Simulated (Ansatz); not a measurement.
Here is the system:

H:
```cif
data_H2
_chemical_formula_sum 'H2'
_space_group_name_H-M_alt 'Im-3m'
_space_group_IT_number 229
_space_group_name_Hall '-I 4 2 3'
_cell_length_a 1.80191
_cell_length_b 1.80191
_cell_length_c 1.80191
_cell_angle_alpha 90.000
_cell_angle_beta 90.000
_cell_angle_gamma 90.000
loop_
_atom_site_label
_atom_site_type_symbol
_atom_site_symmetry_multiplicity
_atom_site_Wyckoff_symbol
_atom_site_fract_x
_atom_site_fract_y
_atom_site_fract_z
_atom_site_occupancy
H1 H 2 a 0.00000 0.00000 0.00000 1
```
(The calculation used a cell of 1 atom; values per cell refer to that cell.)

This is the r²SCAN-relaxed structure.

Task: All from DFT-r²SCAN in the program Ansatz with PAW potentials, unless another level is named. Estimate the electronic character.

Result: metallic (no gap).

Task: Next, the density of states at the Fermi level?

Result: 0.09 states/eV per atom (mean over ±0.08 eV).

The cell is a constructed one: a structure type filled with these elements; the Crystallography Open Database files this formula in space group No. 229, but the cells were not matched. It is not the usual solid phase (space group No. 194). The r²SCAN relaxation kept the symmetry of its start. At this level the phase is mechanically unstable. The substance is a gas or liquid at ambient conditions.

Potentials: the later of the program's two PAW sets.
